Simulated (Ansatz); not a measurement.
IrO$_{3}$ (ReO3 type, space group No. 221) at seven volumes, DFT-PBEsol in the program Ansatz with PAW potentials, scaled uniformly. One row is withheld.

| V (Å³/atom) | P (GPa) |
|---|---|
| 11.911 | 25.83 |
| 12.303 | 15.38 |
| 12.696 | 6.68 |
| 13.089 | 0.01 |
| 13.481 | -6.17 |
| 13.874 | ? |
| 14.267 | -15.13 |

### Question
Fit the shown pressures and predict the withheld one.

### Answer
Third-order Birch–Murnaghan: P = (3/2)B₀(x^(7/2) − x^(5/2))[1 + (3/4)(B′ − 4)(x − 1)] with x = (V₀/V)^(2/3). Least squares on the six rows gives V₀ = 13.074 Å³/atom, B₀ = 216.9 GPa, B′ = 5.21. At V = 13.874, x = 0.9612 and P = -11.04 GPa. The run itself gave -11.23 GPa.

Space group Pm-3m (ReO3 type). The workflow started from a Materials Project entry (that database holds measured and hypothetical structures alike); the Crystallography Open Database copy checked does not list it. Whether it is the stable phase at ambient conditions was not checked. The cell was relaxed with PBEsol under the symmetry of its start; its stability against distortions is not shown here. No spin polarisation was allowed. Scalar-relativistic: spin–orbit coupling is off unless named, which matters more the heavier the elements.

Potentials: the later of the program's two PAW sets.
